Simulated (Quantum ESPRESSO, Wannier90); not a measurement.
**Tight-binding from DFT: GaSb (wurtzite)**

```
begin unit_cell_cart
ang
    4.3205199664    0.0000000000    0.0000000000
   -2.1602599832    3.7416800485    0.0000000000
    0.0000000000    0.0000000000    7.1329700000
end unit_cell_cart
begin atoms_frac
Ga  -0.3333333333  0.3333333333 -0.4993200000
Ga   0.3333333333 -0.3333333333  0.0006800000
Sb  -0.3333333333  0.3333333333 -0.1257800000
Sb   0.3333333333 -0.3333333333  0.3742200000
end atoms_frac
```

Materials Project entry mp-1018059; symmetrised, unrelaxed at this level. Not found in the COD (Crystallography Open Database) copy used, which has the formula in other groups; not checked further. Method: PBEsol plane waves in Quantum ESPRESSO 7.5 (PseudoDojo norm-conserving files, 64 Ry, spinors with spin-orbit coupling), Bloch states on a 4×4×4 mesh through Γ, Wannier90 4.0.1. Density: 12×12×6 mesh, cold smearing 0.01 Ry. With spin-orbit coupling a semilocal functional can close or falsely invert a small gap; the band order was not checked against a better method.

A tight-binding model is made by disentanglement and projection with no localisation steps (num_iter = 0), so the 32 orbitals stay atom-like: hydrogen-like Ga: s;p; Sb: s;p, axes along x, y, z; frozen window up to 3.00 eV relative to the Fermi level. It follows pw.x to 54 meV rms for states up to 1.0 eV relative to the Fermi level. Matrix elements depend on this choice of orbitals and windows.

Problem. What are the on-site energies relative to the Fermi level, and how fast do the hoppings decay?

Solution. 
```
atom                 orbitals  energy (eV)
----  -----------------------  -----------
Ga1                     s↑ s↓        -3.95
Ga1                   pz↑ pz↓         1.93
Ga1           px↑ px↓ py↑ py↓         1.98
Ga2                     s↑ s↓        -3.95
Ga2                   pz↑ pz↓         1.93
Ga2           px↑ px↓ py↑ py↓         1.98
Sb3                     s↑ s↓        -7.17
Sb3   pz↑ pz↓ px↑ px↓ py↑ py↓         0.37
Sb4                     s↑ s↓        -7.17
Sb4   pz↑ pz↓ px↑ px↓ py↑ py↓         0.37
```

```csv
distance of the centres (Å),largest modulus (eV)
2–3,2.1
3–4,2.4
4–5,0.27
5–6,0.089
6–7,0.20
```

Effective spin-orbit constants λ of λ L·S, from the same-site elements px↑–py↑ (λ/2) and dx2-y2↑–dxy↑ (λ), where they are among the larger elements: Sb3 p 0.44 eV, Sb4 p 0.44 eV.
